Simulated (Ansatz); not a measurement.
Bi2Te2Pb4S5: 209Bi NMR of the central transition

Cell: an entry of the Crystallography Open Database (COD; perhaps a calculated or model structure), its atoms then relaxed with PBE in this cell.

Space group R-3m:H (No. 166); a = 4.2448, c = 71.4594 Å, γ = 120.00°.

```
site  Wyckoff  site symmetry       x       y       z
  Bi       6c             3m  0.0000  0.0000  0.5464
  Te       6c             3m  0.0000  0.0000  0.8545
 Pb5       6c             3m  0.0000  0.0000  0.9281
 Pb7       6c             3m  0.0000  0.0000  0.3094
  S9       6c             3m  0.0000  0.0000  0.2376
 S11       6c             3m  0.0000  0.0000  0.6188
 S13       3a            -3m  0.0000  0.0000  0.0000
```

One atom of each set is listed; the run and its k-mesh use a cell of 13 atoms with edges of 23.95, 23.95, 23.95 Å.

Computed with Ansatz: DFT, PBE, plane waves and PAW, scalar-relativistic, 420 eV cutoff, Γ-centred 8×8×8 k-points, Fermi–Dirac smearing 0.02 eV.

209Bi has I = 9/2 and Q = -516.0 mb (Pyykkö 2018); at 21.1 T its Larmor frequency is ν₀ = 146.9 MHz (from the bare nuclear moment; shielding lowers the observed one by a per cent or two). Only the quadrupole interaction is simulated: positions count from each site's isotropic chemical shift, and J coupling is left out, as are shift anisotropy and dipolar coupling, which fast spinning averages.

**Question.** Simulate the second-order pattern (fast magic-angle spinning, Gaussian broadening 0.03 kHz) of site Bi (3 S at 3.02 Å, 3 Te at 3.04 Å).

**Answer.** The calculation gives C_Q = 6.90 MHz and η = 0.00, so ν_Q = 0.288 MHz and the centre of gravity lies at -3.06 ppm (-0.450 kHz).

(offset (kHz), height): (-1.165, 0), (-1.119, 4), (-1.073, 6), (-1.027, 6), (-0.981, 6), (-0.935, 6), (-0.889, 7), (-0.843, 7), (-0.797, 7), (-0.751, 9), (-0.705, 80), (-0.659, 74), (-0.613, 53), (-0.567, 47), (-0.521, 44), (-0.475, 43), (-0.429, 43), (-0.383, 45), (-0.337, 47), (-0.292, 53), (-0.246, 64), (-0.200, 100), (-0.154, 86), (-0.108, 0)

An axis of threefold or higher order runs through Bi, so V_zz lies along it and η is zero.

Spin–orbit coupling is left out, which shifts gradients on Bi by a few per cent in wide-gap crystals, and can shift them far more where the calculated gap is small or absent, as here. Newer work puts Q(²⁰⁹Bi) near −420 mb, which would lower these couplings by about a fifth. With a gap of 0.4 eV on this mesh, small gradients can still move by 0.1 × 10²¹ V/m² or more as the k-mesh gets denser.
